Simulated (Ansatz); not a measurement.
Theory: DFT, BLYP, plane waves (420 eV) with PAW, scalar-relativistic (Ansatz). The PAW files were generated under PBE, with cores re-solved for the functional.

An element in the dhcp structure gives this curve. The cell is scaled uniformly from the relaxed one, with fractional coordinates and shape fixed. Energies are extrapolated to zero smearing, pressures are those at the given smearing. Magnetic state: spin not included.

```json
{"V (Å³/atom)": "6.970", "E − E₀ (meV/atom)": "51.2", "P (GPa)": "19.00"}
{"V (Å³/atom)": "7.286", "E − E₀ (meV/atom)": "21.3", "P (GPa)": "11.50"}
{"V (Å³/atom)": "7.603", "E − E₀ (meV/atom)": "5.0", "P (GPa)": "5.24"}
{"V (Å³/atom)": "7.920", "E − E₀ (meV/atom)": "0.0", "P (GPa)": "-0.01"}
{"V (Å³/atom)": "8.237", "E − E₀ (meV/atom)": "4.5", "P (GPa)": "-4.41"}
{"V (Å³/atom)": "8.554", "E − E₀ (meV/atom)": "17.0", "P (GPa)": "-8.11"}
{"V (Å³/atom)": "8.870", "E − E₀ (meV/atom)": "36.3", "P (GPa)": "-11.22"}
```

(1) Which element is it?
A. nickel
B. beryllium
C. ruthenium
D. vanadium

Answers

(1) B. Its fit is V₀ = 7.92 Å³/atom, B₀ = 120 GPa, B₀′ = 3.4.
